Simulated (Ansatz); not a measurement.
Consider the following.

Hf2CuSb3:
```yaml
crystal:
  lattice:
    - [3.90123, 0.00000, 0.00000]
    - [0.00000, 3.90123, 0.00000]
    - [0.00000, 0.00000, 8.55639]
  atoms:
    - { symbol: Sb, position: [0.50000, 0.50000, 0.00000] }
    - { symbol: Cu, position: [0.00000, 0.00000, 0.00000] }
    - { symbol: Hf, position: [0.00000, 0.50000, 0.73652] }
    - { symbol: Hf, position: [0.50000, 0.00000, 0.26348] }
    - { symbol: Sb, position: [0.00000, 0.50000, 0.37595] }
    - { symbol: Sb, position: [0.50000, 0.00000, 0.62405] }
```

This is the r²SCAN-relaxed structure.

### Question
All from r²SCAN (plane waves, PAW; program Ansatz), unless another level is named. Predict the electronic character.

### Answer
metallic (no gap).

### Question
Next, the density of states at the Fermi level?

### Answer
0.53 states/eV per atom (mean over ±0.08 eV).

### Question
Give the formation energy from the elements (no fitted shifts).

### Answer
-0.40 eV/atom.

Space group P-4m2. The workflow started from an entry of the Crystallography Open Database (COD). Its standing as an ambient phase is unchecked. The cell was relaxed with r²SCAN under the symmetry of its start; its stability against distortions is not shown here. No spin polarisation was allowed. The references are the lowest solids computed at this level, not always the standard phases. Spin–orbit coupling is left out wherever it is not named.

Potentials: the later of the program's two PAW sets.
